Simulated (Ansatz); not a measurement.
**NbP, first-principles data**

NbP:
```
NbP
1.0
    3.10948     0.00000     0.00000
    0.00000     3.10948     0.00000
    0.00000     0.00000     3.10948
Nb P
1 1
Direct
  0.00000   0.00000   0.00000
  0.50000   0.50000   0.50000
```

Space group Pm-3m (No. 221), CsCl type; conventional cell a = b = c = 3.1095 Å, α = β = γ = 90.00°.

Method: the program Ansatz at the PBE level (PAW). The cell and atoms are relaxed at this level. Other levels are named where they apply.

**Cell and energy**

- Volume per atom = 15.03 Å³
- Density = 6.84 g/cm³
- Formation energy from the elements (no fitted shifts) = -0.68 eV/atom

**Electronic structure**

- Electronic character = metallic (no gap)
- Density of states at the Fermi level = 0.54 states/eV per atom (mean over ±0.08 eV)
- Gap with spin–orbit coupling = none (metallic)

**Mechanics**

- Bulk modulus (Birch–Murnaghan fit): 191 GPa
- Pressure derivative B′: 4.3

The cell is a constructed one: a structure type filled with these elements; neither database checked (COD, Materials Project) lists it. COD files the formula under space group No. 141, so this cell is another polymorph or a model. Whether it is the stable phase at ambient conditions was not checked. The PBE relaxation kept the symmetry of its start; whether a distortion lowers the energy is not shown. The run is not spin-polarised. The references are the lowest solids computed at this level, not always the standard phases. Scalar-relativistic: spin–orbit coupling is off unless named, which matters more the heavier the elements.

Potentials: the earlier of the program's two PAW sets.
